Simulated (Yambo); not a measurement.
Quantum ESPRESSO input (LDA, PseudoDojo standard norm-conserving files, scalar-relativistic) whose wavefunctions are converted with p2y:

```
&CONTROL
  calculation = 'nscf'
  pseudo_dir = './pseudo'
  outdir = './out'
/
&SYSTEM
  ibrav = 0
  nat = 12
  ntyp = 3
  ecutwfc = 84.0
  ecutrho = 336.0
  occupations = 'fixed'
  force_symmorphic = .true.
  nbnd = 228
/
&ELECTRONS
  conv_thr = 1.2000000000000002e-08
  diago_full_acc = .true.
  diago_thr_init = 1e-08
/
ATOMIC_SPECIES
H 1.0080 H.upf
N 14.0070 N.upf
I 126.9045 I.upf
CELL_PARAMETERS angstrom
  6.149450000000   0.000000000000   0.000000000000
  0.000000000000   6.149450000000   0.000000000000
  0.000000000000   0.000000000000   4.413680000000
ATOMIC_POSITIONS crystal
H   0.362440000000   0.500000000000   0.134690000000
H   0.000000000000   0.862440000000   0.134690000000
H   0.637560000000   0.500000000000   0.134690000000
H   0.000000000000   0.137560000000   0.134690000000
H   0.862440000000   0.000000000000   0.865310000000
H   0.500000000000   0.637560000000   0.865310000000
H   0.137560000000   0.000000000000   0.865310000000
H   0.500000000000   0.362440000000   0.865310000000
N   0.500000000000   0.500000000000   0.000000000000
N   0.000000000000   0.000000000000   0.000000000000
I   0.000000000000   0.500000000000   0.451470000000
I   0.500000000000   0.000000000000   0.548530000000
K_POINTS automatic
1 1 2 0 0 0
```

Yambo's initialisation report on symmetry, reciprocal space, the k grid and the gaps on this mesh:

```
  [02.02] Symmetries
  ==================

  Inversion symmetry    : yes
  Spatial inversion     : no
  Inversion index       :   9
  K-space Time-reversal : yes
  Magnetic symmetries   : no
  Time-reversal derived K-space symmetries:   9  16
  Group table correct   : yes
  Symmetries units      :  [cc]

  [02.03] Reciprocal space
  ========================

  nG shells         :   6333
  nG charge         :  117265
  nG WFs            :  16381
  nC WFs            :  14648
  G-vecs. in first 80 shells:  [ Number ]
     1    5    7   11   19   27   31   39   47
    63   65   69   77   81   89   97  105  113
   121  137  153  161  177  185  189  197  205
   207  223  231  235  243  259  267  275  283
    299   307   323   339   347   363   375   383   391
    399   407   431   447   463   479   487   503   519
    521   525   533   557   565   573   589   597   605
    621   629   637   653   657   673   689   697   713
    721   737   745   753   761   769   777   793
  ...
  Shell energy in first 80 shells:  [ mHa ]
     0.0000  146.1704  283.7464  292.3408  429.9168  576.0872  584.6816  730.8520  868.4280
    1014.60      1134.99      1169.36      1281.16      1315.53      1427.33      1453.11      1461.70      1599.28
    1719.67      1745.45      1865.84      1900.22      2183.96      2304.35      2338.73      2450.52      2484.90
    2553.72      2596.69      2622.47      2631.07      2699.89      2768.64      2846.06      2914.81      2923.41
    3035.20      3138.40      3207.15      3284.57      3473.71      3619.88      3654.26      3723.08      3766.05
    3800.43      3869.25      3938.01      4015.42      4058.39      4084.18      4238.94      4453.93      4522.69
    4539.94      4677.45      4686.11      4789.25      4832.28      4892.44      4935.42      4961.20      4969.79
    5038.61      5124.62      5184.78      5253.54      5262.13      5270.79      5373.93      5408.31      5477.13
    5545.88      5692.05      5709.31      5812.44      5846.82      5855.48      5992.99      6001.65
  ...

  [02.04] K-grid lattice
  ======================

  Compatible Grid is   : 1D
  Base K vectors       :  K_min[ 1 ]  K_min[ 2 ]  K_min[ 3 ]
  K_min[ 1 ] :  0.000000  0.000000 -0.500000 [rlu]
  Grid dimensions      :  2
  K lattice UC volume  :  0.110113 [a.u.]

  IBZ K-points                                      :  2
  BZ  K-points                                      :  2

  K/Q-points units:
  rlu = crystal or reduced units; cc = cartesian coordinates; iku = interal k-units

  K [1]          [rlu]:  0.000000  0.000000  0.000000
         WF components:  14565
  K [2]          [rlu]:  0.000000  0.000000 -0.500000
         WF components:  14648

  [02.05] Energies & Occupations
  ==============================

  [X] === General ===
  [X] Electronic Temperature                        :  0.000000  0.000000 [eV K]
  [X] Bosonic    Temperature                        :  0.000000  0.000000 [eV K]
  [X] Finite Temperature mode                       : no
  [X] El. density                                   :  0.19172E+24 [cm-3]
  [X] Fermi Level                                   :  0.903490 [eV]

  [X] === Gaps and Widths ===
  [X] Conduction Band Min                           :  3.388568 [eV]
  [X] Valence Band Max                              :  0.000000 [eV]
  [X] Filled Bands                                  :  16
  [X] Empty Bands                                   :   17  228
  [X] Direct Gap                                    :  3.388568 [eV]
  [X] Direct Gap localized at k                     :  1
  [X] Indirect Gap                                  :  3.388568 [eV]
  [X] Indirect Gap between kpts                     :  1  1
  [X] Last valence band width                       :  0.173315 [eV]
  [X] 1st conduction band width                     :  2.251927 [eV]
```
The gaps are LDA values on this mesh alone; only operations without fractional translations are kept.

Spin-orbit coupling is not included.

Geometry of the Materials Project entry, not relaxed at this level.
